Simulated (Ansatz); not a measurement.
PtRhN2:
```yaml
crystal:
  lattice:
    - [1.47086, 0.84920, 6.21464]
    - [-1.47086, 0.84920, 6.21464]
    - [0.00000, -1.69840, 6.21464]
  atoms:
    - { symbol: Rh, position: [0.50000, 0.50000, 0.50000] }
    - { symbol: Pt, position: [0.00000, 0.00000, 0.00000] }
    - { symbol: N, position: [0.89545, 0.89545, 0.89545] }
    - { symbol: N, position: [0.10455, 0.10455, 0.10455] }
```

Relaxed with PBE. Special points in fractions of this cell's reciprocal vectors: Γ (0.000, 0.000, 0.000); T (0.500, 0.500, 0.500); H2 (0.821, 0.179, 0.500); H0 (0.500, -0.179, 0.179); L (0.500, 0.000, 0.000); S0 (0.340, -0.340, 0.000); S2 (0.660, 0.000, 0.340); F (0.500, 0.000, 0.500).

Task: List the band energies nearest the Fermi level at these points for the program Ansatz at the PBE level (PAW).

Result: In eV from the Fermi level; about four levels below and three above (degenerate sets whole), none deeper than 8.9 eV; … stands for higher levels left out; points with the same levels are listed once.

```tsv
k	below	above
Γ	-1.80 -1.80 -0.86 -0.86	4.10 4.10 …
T	-2.90 -2.90 -2.27 -2.27 -0.48	0.72 0.72 3.32 3.32
H2	-2.24 -1.40 -1.19 -0.65	0.01 1.59 3.24
L	-1.01 -0.32 -0.13 -0.05	1.91 2.76 3.33
S0	-2.26 -1.26 -1.23 -0.75	0.11 1.55 3.26
F	-2.05 -1.97 -1.01 -0.32	0.13 1.54 3.08
```

Space group R-3m. The start of the workflow was typed in or built on a structure type; neither database checked (COD, Materials Project) lists it. Its standing as an ambient phase is unchecked. The cell was relaxed with PBE under the symmetry of its start; its stability against distortions is not shown here. The workflow began spin-polarised and lost its moments. Its formation energy is positive at this level, so the cell may be metastable or incomplete. Spin–orbit coupling is left out wherever it is not named.

Potentials: the earlier of the program's two PAW sets.
